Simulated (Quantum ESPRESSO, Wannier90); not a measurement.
## Wannier functions of KHgF3 (Cmmm)

```xyz
5
Lattice="3.2020 -3.2081 0.0000 3.2020 3.2081 0.0000 0.0000 0.0000 4.5244" Properties=species:S:1:pos:R:3 pbc="T T T"
K      0.0000     0.0000     2.2622
Hg     3.2020     0.0000     0.0000
F      1.6010     1.6040     0.0000
F      1.6010    -1.6040     0.0000
F      3.2020     0.0000     2.2622
```

Materials Project entry mp-7483; symmetrised, unrelaxed at this level. COD (Crystallography Open Database) has an entry of this formula and space group (matched by these alone). The atoms lie within 0.1 Å of the higher space group Pm-3m. Method: LDA plane waves in Quantum ESPRESSO 7.5 (PseudoDojo norm-conserving files, 68 Ry, no spin polarisation, no spin-orbit coupling), Bloch states on a 6×6×6 mesh through Γ, Wannier90 4.0.1. Density: 8×8×8 mesh, Gaussian smearing 0.01 Ry. Spin-orbit coupling is left out although heavy elements are present.

Bands 6-8,12-25 form an isolated set from -21.26 to 0.00 eV relative to the valence-band maximum (on the path) and are turned into 17 Wannier functions by minimising the spread from the start: s functions at random places. Bands 9–11 (K 3p 100 %) lie between the kept ones and are excluded.

Where do the functions sit, how wide are they and what are they made of?


| functions | spread (Å²) | nearest atom, distance (Å) | second atom, distance (Å) | weight on atomic waves |
|---|---|---|---|---|
| 1 | 0.75 | Hg 0.00 | F 2.26 | Hg 5d 100 % |
| 1 | 0.81 | Hg 0.00 | F 2.26 | Hg 5d 99 % |
| 1 | 0.83 | Hg 0.00 | F 2.26 | Hg 5d 99 % |
| 1 | 0.74 | Hg 0.00 | F 2.26 | Hg 5d 100 % |
| 1 | 0.71 | F 0.31 | Hg 1.98 | F 2p 66 %, F 2s 26 %, Hg 6s 6 % |
| 2 | 0.52 | F 0.28 | Hg 2.23 | F 2p 74 %, F 2s 23 % |
| 1 | 0.54 | F 0.29 | Hg 2.17 | F 2p 73 %, F 2s 24 % |
| 1 | 0.76 | Hg 0.00 | F 2.26 | Hg 5d 100 % |
| 1 | 0.67 | F 0.30 | Hg 2.02 | F 2p 68 %, F 2s 25 %, Hg 6s 5 % |
| 1 | 0.70 | F 0.31 | Hg 1.98 | F 2p 66 %, F 2s 26 %, Hg 6s 6 % |
| 2 | 0.51 | F 0.28 | Hg 2.28 | F 2p 74 %, F 2s 23 % |
| 1 | 0.65 | F 0.30 | Hg 2.04 | F 2p 68 %, F 2s 25 %, Hg 6s 4 % |
| 1 | 0.53 | F 0.28 | Hg 2.19 | F 2p 74 %, F 2s 24 % |
| 1 | 0.61 | F 0.29 | Hg 2.08 | F 2p 70 %, F 2s 25 % |
| 1 | 0.58 | F 0.29 | Hg 2.11 | F 2p 72 %, F 2s 24 % |

Ω_I = 9.71 Å², Ω_total = 10.94 Å²; the interpolated bands follow pw.x to 0.3 meV rms on the path. It is the lowest total spread that any start reached here.
